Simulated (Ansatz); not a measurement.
Space group Pm-3m (No. 221). a = 2.971 Å, b = 2.971 Å, c = 2.971 Å, α = 90.00°, β = 90.00°, γ = 90.00°
```csv
atom,site,symmetry,x,y,z
V,1b,m-3m,0.5000,0.5000,0.5000
Ru,1a,m-3m,0.0000,0.0000,0.0000
```

Equation of state of this VRu structure (not necessarily the ground state), with shape and atoms relaxed at each volume where symmetry leaves them free. It has no gap at any of these volumes. Computed with DFT PBEsol, scalar-relativistic, plane waves, PAW in Ansatz.

Cutoff 420 eV; k points 14×14×14 on the computed 2-atom cell (Γ-centred); Gaussian smearing, width 0.10 eV; collinear spin.

| V (Å³/atom) | E − E(largest V) (meV/atom) | P (GPa) |
| --- | --- | --- |
| 11.541 | 111.56 | 46.28 |
| 11.935 | 16.41 | 31.69 |
| 12.328 | -45.62 | 19.29 |
| 12.721 | -79.54 | 8.76 |
| 13.115 | -90.09 | 0.00 |
| 13.508 | -80.94 | -7.28 |
| 13.902 | -55.50 | -13.44 |
| 14.426 | 0.00 | -20.32 |

Q: Fit a third-order Birch–Murnaghan equation to E(V).

A: V0 = 13.12 Å³/atom, B0 = 266 GPa, B0' = 4.8.

Cost: 8 runs of about 2.9 core-minutes in all, on Arm Neoverse V2 (shared hosts).